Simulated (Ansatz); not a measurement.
**NaTl: elastic constants from stress and strain**

```yaml
crystal:
  lattice:
    - [0.00000, 3.73530, 3.73530]
    - [3.73530, 0.00000, 3.73530]
    - [3.73530, 3.73530, 0.00000]
  atoms:
    - { symbol: Na, position: [0.50000, 0.50000, 0.50000] }
    - { symbol: Na, position: [0.75000, 0.75000, 0.75000] }
    - { symbol: Tl, position: [0.00000, 0.00000, 0.00000] }
    - { symbol: Tl, position: [0.25000, 0.25000, 0.25000] }
```

Atom numbers follow the list: Na1, Na2, Tl3, Tl4.

The cell is a measured one (Crystallography Open Database entry 1541020); the temperature and pressure of the measurement aren't taken into account, and nothing was relaxed.

No spin–orbit coupling, which matters for the heavy atoms here.

The calculation used DFT, PBEsol, all-electron LAPW, scalar-relativistic in Ansatz 0.2.0.

Sampling and basis: a Γ-centred 10×10×10 k mesh, Fermi–Dirac smearing of 0.05 eV, basis error target 1 meV/atom, no spin polarisation.

The unstrained cell is at 0.10 GPa. Large strains and very small stresses are left out. Each strain is applied once, with fractional coordinates held (clamped ions), and σ below is the change of stress, positive in tension. One finite strain gives stress–strain coefficients at this pressure with an error of the order of the strain times third-order constants, a few per cent for each per cent of strain. In a metal the k mesh adds noise of tens of per cent to soft shears.

(1) With equal xy, yz and zx engineering shear strains of -1 %, the run gives σxy = -0.19 GPa and γxy = 2εxy = -0.0100. Which stiffness follows?

(2) Estimate the stiffness probed by this change, and the stress that it gives: equal xy, yz and zx engineering shear strains of +1 %.

Answers

(1) C44 (clamped ions) = σxy/γxy = 19 GPa.

(2) σxy = 0.18 GPa and γxy = 2εxy = 0.0100, so C44 (clamped ions) = σxy/γxy = 18 GPa.
